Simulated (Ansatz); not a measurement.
**W: energy along a strain**

W, Fm-3m, a = 4.060 Å (as given, not relaxed at this level: -8.8 GPa). This isn't the element's structure at ambient conditions. Ansatz: r2SCAN, PAW, 500 eV, Γ-centred 20×20×20 mesh on 1 atom, Gaussian smearing 0.15 eV; no spin polarisation. Cell vectors (Å): 0.000 2.030 2.030; 2.030 0.000 2.030; 2.030 2.030 0.000. The cell is strained by x per cent times the pattern (0 0 0 1 0 0) in the order xx yy zz yz xz xy (engineering shears), with fractional coordinates held. y is the free energy over the start, V0 = 16.731 Å³/atom. Symmetry makes y even in x.

| x (%) | y (meV/atom) |
| --- | --- |
| -6.00 | -28.90 |
| -3.00 | -9.63 |
| 0.00 | 0.00 |
| 0.75 | ? |
| 1.50 | -2.71 |
| 2.25 | -5.78 |
| 3.75 | -14.02 |
| 4.50 | -18.76 |
| 5.25 | -23.75 |

Q: Fit y = c2 x² + c4 x⁴ to the other rows, get the stiffness along the pattern, and predict the missing energy.

A: Least squares on the rows shown. y = −1.1210 x² + 0.0090114 x⁴. The clamped-ion stiffness p·C·p = 2 × -11.21 eV × 160.2 / 16.731 Å³ = -215 GPa, which is C44 in these axes (second derivative at the start, which stands under stress). With a term in x⁶ added, the coefficient of x² becomes -1.216, 8 % more, which shows how far this figure hangs on the form. At x = 0.75 the fit asked for gives -0.63 meV/atom. The run gave -0.70 meV/atom, so the fit is 0.07 meV/atom too high, within the rms miss on the fitted rows (0.25 meV/atom): the form describes this series only roughly.

Spin–orbit coupling is left out, which can shift energies with elements as heavy as these.